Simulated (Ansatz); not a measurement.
**NaWO3: do energies and stresses tell the same story?**

All numbers below come from DFT r2SCAN, scalar-relativistic, plane waves, PAW in Ansatz.

Plane waves to 500 eV, a k mesh through Γ of 10×10×10 on the computed 5-atom cell and Gaussian smearing (0.10 eV); no spin polarisation.

Relaxed cell: Pm-3m, a = 3.876 Å, b = 3.876 Å, c = 3.876 Å, α = 90.00°, β = 90.00°, γ = 90.00°, 5 atoms in the primitive cell. Whether it is the stable form of this composition wasn't checked.

Energies at zero smearing and pressures from the stress tensor, at volumes with shape and atoms relaxed:
```tsv
V (Å³/atom)	E − E(first) (meV/atom)	P (GPa)
10.252	0.00	38.94
10.602	-71.19	26.70
10.951	-117.75	16.31
11.301	-143.41	7.49
11.650	-151.32	-0.01
12.000	-144.15	-6.37
12.349	-124.17	-11.77
12.815	-80.93	-17.72
```

Task: Check P = −dE/dV between neighbouring volumes, and get the bulk modulus from the pressures alone.

Result: With 1 eV/Å³ = 160.2 GPa:
| middle V (Å³/atom) | −ΔE/ΔV (GPa) | mean P (GPa) |
| --- | --- | --- |
| 10.427 | 32.633 | 32.817 |
| 10.776 | 21.345 | 21.501 |
| 11.126 | 11.763 | 11.897 |
| 11.476 | 3.626 | 3.740 |
| 11.825 | -3.287 | -3.188 |
| 12.175 | -9.157 | -9.071 |
| 12.582 | -14.866 | -14.743 |

The two differ by 0.18 GPa at most. The mean of two end pressures misses the average over a step by about ΔV² P″/12, up to 0.17 GPa here; with that taken off 0.02 GPa remains. Around V = 11.650 Å³/atom, the two neighbours give B = −V ΔP/ΔV = 11.650 × 13.86 / 0.699 = 230.9 GPa, against B0 = 229.7 GPa from the Birch–Murnaghan fit of the energies.

Spin–orbit coupling is left out, which can shift energies with elements as heavy as these. Spin polarisation was left out, and a magnetic state may lie lower.

Symmetry holds off the tilts and polar distortions that many cubic perovskites undergo.

Cost: 9 runs of about 3.5 core-minutes in all, on Arm Neoverse V1 (shared hosts).